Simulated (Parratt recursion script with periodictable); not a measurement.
## Sharing the period between Si and Y in a mirror for 13.5 nm

| layer, from the top | thickness (Å) | density (g/cm³) | rms roughness of its top face (Å) | δ at 13.5 nm | β at 13.5 nm |
|---|---|---|---|---|---|
| Si (in each period) | varied | 2.313 | 0 | 9.927 × 10⁻⁴ | 0.001813 |
| Y (in each period) | varied | 4.371 | 0 | 0.02576 | 0.002238 |
| Si (substrate) | – | 2.313 | 0 | 9.927 × 10⁻⁴ | 0.001813 |

The refractive index is n = 1 − δ + iβ; the runs take δ and β at each wavelength of the scan. Vacuum lies above.

Densities are inputs, not measurements. They were set from computed cells of the Materials Project: Si from entry mp-149 (Fd-3m, 2.313 g/cm³); Y from entry mp-112 (P6₃/mmc, 4.371 g/cm³). A layer's crystal structure does not enter its constants, only its composition and density.

Simulated, not measured: EUV and soft X-ray reflectivity, Parratt recursion, Névot-Croce roughness, Henke tables (Parratt recursion script with periodictable 1.7.1).

Light falls at α = 6° from the surface normal. It is p-polarised. The wavelength is scanned from 12.42 to 14.58 nm in 161 evenly spaced points, without smoothing. The peak is the highest scan point; its wavelength and height come from a parabola through R at that point and its two neighbours.

The pair is repeated 50 times. The runs differ in the two thicknesses alone; Γ is the share of Y in the period D.

```
Si (Å)  Y (Å)     Γ  peak λ (nm)  peak R (%)
------  -----  ----  -----------  ----------
54.6     13.7  0.20       13.502        22.9
47.8     20.5  0.30            ?           ?
41       27.3  0.40       13.441        43.9
34.1     34.1  0.50       13.392        46.4
27.3       41  0.60       13.379        43.8
```

Problem. Estimate the peak wavelength and height at Γ = 0.30.

Solution. Wavelength: with δ̄ the thickness-weighted δ at 13.5 nm and α the angle from the normal (sin²α = 0.0109), λ ≈ 2D[(1 − δ̄)² − sin²α]^½.

| Γ | D (Å) | δ̄ | λ by hand (nm) | run minus hand (nm) |
|---|---|---|---|---|
| 0.20 | 68.3 | 0.0060 | 13.503 | −0.001 |
| 0.30 | 68.3 | 0.0084 | 13.470 | to find |
| 0.40 | 68.3 | 0.0109 | 13.436 | 0.005 |

The difference, interpolated in Γ, is 0.002 nm, so λ ≈ 13.470 + 0.002 = 13.472 nm.

Height: the parabola through the rows at Γ = 0.20, 0.40, 0.50 has weights 0.333, 1.000, −0.333 at Γ = 0.30, which give 36.1 %.

The run gave 13.472 nm and 36.1 %, so the estimates miss by 0.000 nm and 0.0 points. Of these 5 runs, Γ = 0.50 has the highest peak.
